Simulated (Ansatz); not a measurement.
CdSe:
```
CdSe
1.0
    4.09367     0.00000     0.00000
    0.00000     4.09367     0.00000
    0.00000     0.00000     7.35674
Cd Se
2 2
Cartesian
  0.00000   2.04684   0.00000
  2.04684   0.00000   3.67837
  0.00000   0.00000   1.83918
  0.00000   0.00000   5.51755
```

Relaxed with PBE. Special points in fractions of this cell's reciprocal vectors: Γ (0.000, 0.000, 0.000); X (0.000, 0.500, 0.000); M (0.500, 0.500, 0.000); Z (0.000, 0.000, 0.500); R (0.000, 0.500, 0.500); A (0.500, 0.500, 0.500).

Problem. List the band energies nearest the Fermi level at these points for PBE (plane waves, PAW; program Ansatz).

Solution. In eV from the Fermi level; about four levels below and three above (degenerate sets whole), none deeper than 8.9 eV; points with the same levels are listed once.

| k | below | above |
|---|---|---|
| Γ | -1.31 -0.99 -0.45 -0.45 | 2.91 3.26 5.00 5.00 |
| X | -3.09 -1.55 -0.52 -0.35 | 0.01 1.43 3.79 |
| M | -4.14 -4.14 -3.94 -2.83 -2.83 | 0.20 0.65 1.98 1.98 |
| Z | -1.64 -1.64 -0.97 -0.97 | 1.28 1.28 4.47 4.47 |
| R | -3.03 -2.99 -1.48 -0.48 | 1.91 2.02 2.78 |
| A | -2.99 -2.99 -2.19 -2.19 | 1.40 1.40 2.73 2.73 |

Space group P4_2/mmc. A made-up cell: these elements were put on the sites of a structure type; neither database checked (COD, Materials Project) lists it. It is not the phase usual at ambient conditions (space group No. 186, 216). The PBE relaxation kept the symmetry of its start; its stability against distortions is not shown here. Spin–orbit coupling is left out wherever it is not named.

Potentials: the later of the program's two PAW sets.
